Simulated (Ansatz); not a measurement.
**Tl: strain and displacement**

```yaml
crystal:
  lattice:
    - [-1.94100, 1.94100, 1.94100]
    - [1.94100, -1.94100, 1.94100]
    - [1.94100, 1.94100, -1.94100]
  atoms:
    - { symbol: Tl, position: [0.00000, 0.00000, 0.00000] }
```

Conventional cell: a = 3.882 Å, b = 3.882 Å, c = 3.882 Å, α = 90.00°, β = 90.00°, γ = 90.00°. Tl (atom 1) has 8 Tl at 3.36 Å as nearest neighbours.

The cell is COD entry 9008555, as deposited and not checked against the literature; nothing was relaxed.

No spin–orbit coupling, which matters for the heavy atoms here.

Theory: DFT, LDA, all-electron LAPW, scalar-relativistic (Ansatz 0.2.0).

Sampling and basis: a Γ-centred 13×13×13 k mesh, Fermi–Dirac smearing of 0.05 eV, basis error target 0.25 meV/atom, no spin polarisation.

The unchanged cell is at -2.47 GPa.

In a metal, stresses and small energies carry noise from the k mesh.

x, y and z are the Cartesian axes of the cell as listed; fractional coordinates follow a strain, and an engineering shear is twice the off-diagonal strain component.

Task: One change gave: energy change under 1 meV/atom; stress change (xx, yy, zz, yz, xz, xy) 0.02, 0.02, 0.02, -0.18, -0.18, -0.18 GPa, compression positive. Which change was it?
A. equal xy, yz and zx engineering shear strains of -2 %
B. equal xy, yz and zx engineering shear strains of +1 %
C. equal xy, yz and zx engineering shear strains of +2 %
D. equal xy, yz and zx engineering shear strains of -1 %

Result: C. For equal xy, yz and zx engineering shear strains of -2 %: energy change under 1 meV/atom; stress change (xx, yy, zz, yz, xz, xy) 0.02, 0.02, 0.02, 0.19, 0.19, 0.19 GPa, compression positive. For equal xy, yz and zx engineering shear strains of -1 %: energy change under 1 meV/atom; stress change (xx, yy, zz, yz, xz, xy) 0.00, 0.00, 0.00, 0.06, 0.06, 0.06 GPa, compression positive. For equal xy, yz and zx engineering shear strains of +1 %: energy change under 1 meV/atom; stress change (xx, yy, zz, yz, xz, xy) 0.00, 0.00, 0.00, -0.06, -0.06, -0.06 GPa, compression positive.
